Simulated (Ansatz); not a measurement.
Ca6Sb2PN, first-principles data

Ca₆Sb₂PN:
Space group Fm-3m (No. 225); a = b = c = 10.224 Å, α = β = γ = 90.00°

| atom | site | symmetry | x | y | z |
|---|---|---|---|---|---|
| Ca | 24e | 4m.m | 0.0000 | 0.0000 | 0.2642 |
| Sb | 8c | -43m | 0.2500 | 0.2500 | 0.2500 |
| P | 4a | m-3m | 0.0000 | 0.0000 | 0.0000 |
| N | 4b | m-3m | 0.5000 | 0.5000 | 0.5000 |
(The calculation used a cell of 10 atoms; values per cell refer to that cell.)

Space group Fm-3m (No. 225); conventional cell a = b = c = 10.2235 Å, α = β = γ = 90.00°.

Method: the program Ansatz at the PBE level (PAW). Geometry: relaxed at this level of theory. Other levels are named where they apply.

### Cell and energy

- Volume per atom = 26.71 Å³
- Density = 3.29 g/cm³
- Formation energy from the elements (no fitted shifts) = -1.06 eV/atom

### Electronic structure

* **Band gap**: 0.63 eV (direct)
* **Valence-band maximum**: at Γ
* **Conduction-band minimum**: at Γ
* **Electron effective mass, band 1 of 2 at the edge**: 0.90 along [100], 0.36 along [110], 0.23 along [111] (mₑ)
* **Electron effective mass, band 2 of 2 at the edge**: 0.13 along [100], 0.17 along [110], 0.23 along [111] (mₑ)
* **Electron effective mass with spin–orbit coupling, band 1 of 2 at the edge**: 0.90 along [100], 0.36 along [110], 0.25 along [111] (mₑ)
* **Electron effective mass with spin–orbit coupling, band 2 of 2 at the edge**: 0.12 along [100], 0.15 along [110], 0.19 along [111] (mₑ)
* **Hole effective mass, band 1 of 3 at the edge**: 0.38 along [100], 0.38 along [110], 0.28 along [111] (mₑ)
* **Hole effective mass, band 2 of 3 at the edge**: 0.38 along [100], 0.25 along [110], 0.28 along [111] (mₑ)
* **Hole effective mass, band 3 of 3 at the edge**: 0.078 along [100], 0.087 along [110], 0.091 along [111] (mₑ)
* **Hole effective mass with spin–orbit coupling, band 1 of 2 at the edge**: 0.35 along [100], 0.25 along [110], 0.22 along [111] (mₑ)
* **Hole effective mass with spin–orbit coupling, band 2 of 2 at the edge**: 0.087 along [100], 0.097 along [110], 0.10 along [111] (mₑ)
* **Gap with spin–orbit coupling**: 0.50 eV

### Mechanics

Bulk modulus (Birch–Murnaghan fit): 47.2 GPa
Pressure derivative B′: 4.0

The start of the workflow was typed in or built on a structure type; neither database checked (COD, Materials Project) lists it. Its standing as an ambient phase is unchecked. The cell was relaxed with PBE under the symmetry of its start; its stability against distortions is not shown here. The references are the lowest solids computed at this level, not always the standard phases (solids in place of the gases). Spin–orbit coupling is left out wherever it is not named.

Potentials: the later of the program's two PAW sets.
